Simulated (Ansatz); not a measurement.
**Ansatz run, YSe**

Input file of Ansatz 0.2.0:

```yaml
crystal:
  lattice:
    - [0.0, 2.888058, 2.888058]
    - [2.888058, 0.0, 2.888058]
    - [2.888058, 2.888058, 0.0]
  atoms:
    - { symbol: Se, position: [0.0, 0.0, 0.0] }
    - { symbol: "Y", position: [0.5, 0.5, 0.5] }
  symmetry: { tolerance: 0.0003 }
kpoints:
  mp_grid: { grid: [10, 10, 10], shift: [0, 0, 0] }
  band_path:
    path:
      - [0.0, 0.0, 0.0]
      - [0.5, 0.0, 0.5]
      - [0.625, 0.25, 0.625]
      - [0.375, 0.375, 0.75]
      - [0.0, 0.0, 0.0]
      - [0.5, 0.5, 0.5]
      - [0.5, 0.25, 0.75]
      - [0.5, 0.0, 0.5]
    npoints: 20
magnetization:
  spin_polarized: false
scf:
  occupations: { method: fermi_dirac }
  lower_state_search: "off"
  max_iter: 200
hamiltonian:
  pseudopotentials: { kind: paw }
  xc: r2scan
basis:
  ecutwfc: 500
  fft_grid_basis: typed
output:
  forces: true
  stress: true
  eigenvalues: true
  bader: true
  populations: true
  elf: true
  write_potential: true
  volumetric_format: npy
  dos:
    e_range: [-12, 8]
    de: 0.05
    projected: { site_lists: { Se: [Se], "Y": ["Y"] } }
  write_density: true
checkpoint:
  read: saved_state
```

Launched with:

```sh
ansatz run input.yaml --threads 1 --pin off --max-ram 2560MiB --backend cpu --events-out ev --progress --plain --runs-dir out
```

The run starts from an earlier solution of this cell. 

Excerpt of what it printed:

```
Pseudopotentials: kind: paw
Pseudopotential: Se, paw, valence charge 16, recommended cutoff 500 eV (meta_gga), Se.paw.azcp
Pseudopotential: Y, paw, valence charge 11, recommended cutoff 500 eV (meta_gga), Y.paw.azcp
Functional definition: r2SCAN
  exchange = r2scan_x(k0 = k0, k1 = k1, a1 = a1)
  correlation = r2scan_c
Crystal: 2 atoms, lattice volume = 48.178 Å³
Basis set: ecut = 500 eV, 1243 PW (Γ), exchange–correlation on 120×120×120 points (64 copies of the dense FFT grid, shifted against one another)
Bands: 18, of which v1, the nominal top of the filled ones, is band 14 counted from 1 (13 counted from 0)
Symmetry: 48 space group operations
Space group: Fm-3m (ITA 225), of the structure as read, at distance tolerance 1.1e-3 Å
k-points: 47 of 1000
Initial density: read from a saved state, or passed on in memory by an earlier SCF of this step, an earlier step, the calling program or the single point that the run made first
Functional: x = r2scan, c = r2scan; τ floored in thin density (d = 2e-4 eV/Å³)
SCF iter   1: F=-9341.9011 eV  Δρ=1.01e-3  dr2=5.79e-4  dr2_τ=1.39e-4
SCF iter   2: F=-9341.9013 eV  Δρ=6.02e-4  dr2=2.39e-4  dr2_τ=1.04e-5
SCF iter   3: F=-9341.9014 eV  Δρ=1.34e-4  dr2=1.15e-5  dr2_τ=4.90e-7
SCF iter   4: F=-9341.9014 eV  Δρ=3.94e-5  dr2=1.01e-6  dr2_τ=3.96e-8
SCF iter   5: F=-9341.9014 eV  Δρ=1.70e-5  dr2=1.38e-7  dr2_τ=8.94e-9
SCF iter   6: F=-9341.9014 eV  Δρ=7.23e-6  dr2=2.14e-8  dr2_τ=1.01e-9
Free energy (F): -9341.9014 eV
Harris-Foulkes:  -9341.9014 eV  (|F-HF|=4.03e-8)
Internal energy: -9341.8667 eV  (E = F + TS)
E sigma→0 (E₀):  -9341.8840 eV
Entropy (-TS):   -0.0347 eV (-17.336 meV/atom)
Fermi energy:    12.7980 eV
--- Per-component energies (eV) ---
  E_band       = -460.3829
  E_kinetic    = 427.0299
  E_local      = -2920.3980  (includes V_loc(G=0)·N_el)
  E_nonlocal   = -546.1791
  E_hartree    = 1367.5385
  E_xc         = -268.6920
  E_vxc        = -330.6763  (∫ρ·V_xc dr)
  E_paw        = -4766.5793  (= ΣΔE_a)
  E_vpaw       = 157.6353  (= ΣTr[D̂ρ^β])
  E_aug_tail   = -0.0002  (compensation charges beyond the density's cutoff)
  E_vtau       = 17.1265  (kinetic-family band-sum trace: ∫τ·v_τ [+ j·A + Jᵃ·Aᵃ] dr)
  E_ewald      = -2632.6677
  E_core_change = -1.9187  (= ΣΔE_core)
  E_smearing   = -0.0347  (= −TS)
--- Stress (GPa, compression-positive) ---
       -0.6288       0.0000       0.0000
        0.0000      -0.6288       0.0000
        0.0000       0.0000      -0.6288
  P = ⅓ Tr σ = -0.6288 GPa (-6.288 kbar)
--- Löwdin populations: 2 sites ---
  site symbol       q [e]
     0     Se     16.3398
     1      Y     10.5906
  spilling = 0.0026 (of n_electrons = 27.0000)
--- Bader charges: 2 sites ---
  site symbol  charge [e]  shift [e]
     0     Se     -1.6847     0.0000
     1      Y      1.6847     0.0000
```

Origin: a database entry at a rescaled volume. Caveats: many states at the Fermi level without spin polarisation, so a magnetic state may lie lower.

Cost: 13 s on 1 thread of Intel(R) Xeon(R) 6975P-C (Granite Rapids), on a shared host, peak memory 0.51 GiB (start from a saved density).
